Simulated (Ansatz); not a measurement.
**Mo (bcc, W type), energy over volume and axial ratio**

Mo (bcc, W type)

```
Mo
1.0
   -1.58037     1.58037     1.58037
    1.58037    -1.58037     1.58037
    1.58037     1.58037    -1.58037
Mo
1
Direct
  0.00000   0.00000   0.00000
```

Two coordinates are scanned: the volume, and the ratio of the stretch along z (the conventional c axis) to the stretch across it. Atoms keep their fractional coordinates.

Method: PBE (plane waves to 420 eV, PAW, scalar-relativistic; Ansatz, a quantum-chemistry and plane-wave program). k mesh 21×21×21 (Γ-centred), Fermi-Dirac smearing 0.05 eV. E stands for the smeared free energy. Stress and pressure are positive under compression. With partly filled bands, the response to shear is sensitive to the k mesh, so small differences along c/a are uncertain. Mo is run without spin polarisation. Mo was relaxed with its symmetry unable to fall. The zero of ΔE is the relaxed starting cell.

ΔE (eV/atom), with V/V₀ across and (c/a)/(c/a)₀ down:

| (c/a)/(c/a)₀ \ V/V₀ | 0.920 | 0.947 | 0.973 | 1.000 | 1.027 | 1.053 | 1.080 |
|---|---|---|---|---|---|---|---|
| 0.880 | 0.267 | 0.207 | 0.171 | 0.156 | 0.159 | 0.178 | 0.211 |
| 0.920 | 0.172 | 0.114 | 0.081 | 0.069 | 0.075 | 0.097 | 0.133 |
| 0.960 | 0.113 | 0.058 | 0.026 | 0.016 | 0.024 | 0.048 | 0.086 |
| 1.000 | 0.095 | 0.040 | 0.010 | 0.000 | 0.009 | 0.033 | 0.071 |
| 1.040 | 0.111 | 0.056 | 0.025 | 0.014 | 0.023 | 0.047 | 0.084 |
| 1.080 | 0.156 | 0.099 | 0.067 | 0.055 | 0.062 | 0.084 | 0.121 |
| 1.120 | 0.220 | 0.162 | 0.127 | 0.114 | 0.119 | 0.140 | 0.174 |

P (GPa), with V/V₀ across and (c/a)/(c/a)₀ down:

```tsv
(c/a)/(c/a)₀ \ V/V₀	0.920	0.947	0.973	1.000	1.027	1.053	1.080
0.880	27.7	18.0	9.6	2.1	-4.3	-10.0	-14.9
0.920	26.8	17.1	8.5	1.0	-5.5	-11.1	-16.1
0.960	26.2	16.3	7.7	0.2	-6.2	-11.9	-16.7
1.000	25.8	16.0	7.4	0.0	-6.5	-12.1	-16.9
1.040	26.1	16.2	7.7	0.2	-6.3	-11.9	-16.8
1.080	26.5	16.7	8.2	0.8	-5.7	-11.3	-16.2
1.120	27.2	17.4	8.9	1.5	-5.0	-10.7	-15.6
```

Derived quantities:

- Shear modulus C′ = (C11 − C12)/2 (fit, atoms clamped): 150 GPa
- Lowest place on the grid: V/V₀ = 1.000, (c/a)/(c/a)₀ = 1.000 (0 meV/atom)
- Highest place on the grid: V/V₀ = 0.920, (c/a)/(c/a)₀ = 0.880 (267 meV/atom)

(Under strain, the slope of the energy per volume gives the stress and its curvature an elastic modulus.)
